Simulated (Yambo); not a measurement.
How GW settings move the gap: MgO

G0W0@PBE for MgO (rock salt, space group Fm-3m, No. 225) in Yambo. Reference settings: 6×6×6 Γ-centred k mesh, bands 2 to 71 and a 14 Ry block in the screening, 71 bands in G with the Bruneval-Gonze terminator, plasmon pole fitted at 27.2 eV. The PBE gap Γ → Γ on this mesh is 4.90 eV; G0W0 gaps are taken between the same points.

```csv
change from the reference,G0W0 gap Γ → Γ (eV),shift of the valence edge (eV),rough Yambo cost
reference settings,7.26,-1.43,1
"25 bands in W, 25 bands in G",7.32,-1.26,about 1/3
25 bands in G,7.32,-1.52,–
33 bands in W,7.25,-1.29,within a factor of two
11 Ry block,7.18,-1.36,within a factor of two
no random integration,7.17,-1.20,–
"25 bands in G, no terminator",6.92,-0.71,–
```

The reference isn't shown to be the converged limit. Costs are rough (shared machines), scaled to the same edge states, and given only for runs that recompute the screening.

Geometry of the Materials Project entry, not relaxed at this level; primitive cell a = b = c = 2.966 Å, α = β = γ = 60.00°.

A shift is the quasiparticle energy of the state minus its PBE energy.
